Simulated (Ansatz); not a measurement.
## BN (h-BN type, space group P6_3/mmc): scan of one atom of the cell

Relaxed BN (h-BN type, space group P6_3/mmc):

```
BN
1.0
    2.50644     0.00000     0.00000
   -1.25322     2.17064     0.00000
    0.00000     0.00000     6.61469
B N
2 2
Direct
  0.33333   0.66667   0.25000
  0.66667   0.33333   0.75000
  0.33333   0.66667   0.75000
  0.66667   0.33333   0.25000
```

Scan: atom 4 (N, nearest neighbour B at 1.447 Å; its periodic images, 2.5 Å or more away, move with it) is displaced towards the nearest neighbour, direction (-0.866, 0.500, 0.000) in Cartesian axes, by s. The other atoms stay.

Level of theory: PBE-D3(BJ) (plane waves to 420 eV, PAW, scalar-relativistic; Ansatz, an electronic-structure program). k mesh 12×12×4 (Γ-centred), Fermi-Dirac smearing 0.05 eV. The energy includes the smearing's −TS. Compression counts positive. F∥ is the force on the atom along that direction. BN was relaxed with its symmetry unable to fall. The zero of ΔE is the undisplaced structure.

```json
[
 {"s (Å)": "-0.140", "ΔE (meV/cell)": "346", "P (GPa)": "3.2", "F∥ (eV/Å)": "4.532"},
 {"s (Å)": "-0.112", "ΔE (meV/cell)": "229", "P (GPa)": "2.1", "F∥ (eV/Å)": "3.826"},
 {"s (Å)": "-0.084", "ΔE (meV/cell)": "133", "P (GPa)": "1.2", "F∥ (eV/Å)": "3.018"},
 {"s (Å)": "-0.056", "ΔE (meV/cell)": "61", "P (GPa)": "0.6", "F∥ (eV/Å)": "2.110"},
 {"s (Å)": "-0.028", "ΔE (meV/cell)": "16", "P (GPa)": "0.1", "F∥ (eV/Å)": "1.104"},
 {"s (Å)": "0.000", "ΔE (meV/cell)": "0", "P (GPa)": "0.0", "F∥ (eV/Å)": "0.000"},
 {"s (Å)": "0.028", "ΔE (meV/cell)": "17", "P (GPa)": "0.1", "F∥ (eV/Å)": "-1.204"},
 {"s (Å)": "0.056", "ΔE (meV/cell)": "68", "P (GPa)": "0.6", "F∥ (eV/Å)": "-2.515"},
 {"s (Å)": "0.084", "ΔE (meV/cell)": "159", "P (GPa)": "1.5", "F∥ (eV/Å)": "-3.943"},
 {"s (Å)": "0.112", "ΔE (meV/cell)": "290", "P (GPa)": "2.7", "F∥ (eV/Å)": "-5.502"},
 {"s (Å)": "0.140", "ΔE (meV/cell)": "468", "P (GPa)": "4.4", "F∥ (eV/Å)": "-7.213"}
]
```

What the scan shows:

```
Property                                                                                                                                             Result
--------------------------------------------------------  -------------------------------------------------------------------------------------------------
Energy at s = 0.140 Å                                                                                                                          468 meV/cell
Force along the line at s = -0.140 Å                                                                                                              4.53 eV/Å
Symmetry of the curve                                                                                   not even: the positive side lies higher at ±0.140 Å
Shape of the curve                                                                           a single well with its minimum at or next to zero displacement
Force constant k = d²E/ds² at s = 0 (finite differences)                                                                                         41.2 eV/Å²
Harmonic estimate at the end of the scan                  ½ks² = 404 meV/cell against the computed 468 meV/cell, so the well is stiffer than harmonic there
```

The 11 points together took roughly 30 core-seconds.

(A displaced cell: forces are minus the slopes of the energy, force constants its curvatures, and phonons follow from these.)
